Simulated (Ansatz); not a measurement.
Al12W, in the lowest of the structures calculated here: Im-3 (No. 204), cI26; a = b = c = 7.5381 Å, α = β = γ = 90.00°; Al 24g (0.000, 0.186, 0.309); W 2a (0.000, 0.000, 0.000). These are PBEsol (plane waves to 420 eV, PAW, scalar-relativistic; Ansatz, a quantum-chemistry and plane-wave program) values and carry that method's errors. Element references, the lowest calculated here: W (Im-3m), Al (Fm-3m).

Total energies (eV/atom, σ → 0; comparable only within this code, potentials and settings):

```
phase         E (eV/atom)
------------  -----------
Al12W (Im-3)    -1273.232
W (Im-3m)      -10256.563
Al (Fm-3m)       -524.548
Al5W (P6₃22)    -2146.705
```

**Question.** What is the formation energy of this Im-3 form of Al12W from the elements?

**Answer.** E_f = -1273.232 − [12 × (-524.548) + 1 × (-10256.563)] / 13 = -0.07 eV/atom (-0.9 eV per formula unit).

**Question.** Is it stable against the other phases calculated?

**Answer.** Too close to call: Al12W → 7 Al + Al5W (Al5W P6₃22, Al Fm-3m) changes the energy by less than 0.02 eV/atom.

This is the hull of the energies calculated here, no anion corrections; phases that were not calculated are missing from it. Values are rounded to 0.01 eV/atom. Spin-orbit coupling is missing from these energies, which matters for elements this heavy. The compounds carry no spin polarisation.
